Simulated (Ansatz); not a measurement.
The elements of this relaxed trial crystal are hidden behind letters.

```
lattice vectors (Å)
   5.9712    0.0000    0.0000
   0.0000   14.6010    0.0000
   0.0000    0.0000    3.0742
fractional positions
X 0.0000 0.8952 0.8849
X 0.0000 0.6980 0.3830
X 0.0000 0.5000 0.8611
X 0.0000 0.3020 0.3830
X 0.0000 0.1048 0.8849
Z 0.5000 0.8909 0.1457
Z 0.5000 0.5000 0.0758
Z 0.5000 0.1091 0.1457
Q 0.5000 0.6974 0.2430
Q 0.5000 0.3026 0.2430
```

Level of theory: Ansatz 0.2.0, DFT PBE, scalar-relativistic, plane waves, PAW. Cutoff 420 eV, Γ-centred 6×4×12 mesh (10-atom cell), Gaussian smearing of 0.10 eV, no spin polarisation.

* Space group: Pmm2 (No. 25)
* Conventional cell: a = 5.971 Å, b = 14.601 Å, c = 3.074 Å
* Volume per atom: 26.80 Å³
* Density: 6.75 g/cm³
* Formation energy: +0.07 eV/atom
* Gap on the 6×4×12 mesh of the 10-atom cell: 0 eV (a metal)

Energies are uncorrected and count from the elements' standard states at the same level.

Task: X is a p-block element of period 5, Z is a p-block element of period 5 and Q is a p-block element of period 4. Which elements are they?

Result: X = In, Z = Sb, Q = As, so the formula is In5Sb3As2. Density times volume gives a mean mass of 6.75 × 26.80/1.6605 = 108.9 u per atom, and this set has 108.9 u. In on a site of symmetry m is surrounded by 3 In at 3.06–3.07 Å, 2 Sb at 3.09 Å and 2 In at 3.26–3.27 Å; around Sb on a site of symmetry m lie 1 As at 2.84 Å, 3 Sb at 3.07–3.19 Å and 2 In at 3.09 Å; around As lie 2 Sb at 2.84–2.93 Å, 2 In at 3.02 Å and 2 As at 3.07 Å; 3 more sites not described. Other sets within the hints have nearly the same mass, so mass alone doesn't settle it; this one was computed.

Spin–orbit coupling, which can matter for Sb, is left out. Symmetry constrained the relaxation, so the result can be a saddle point.
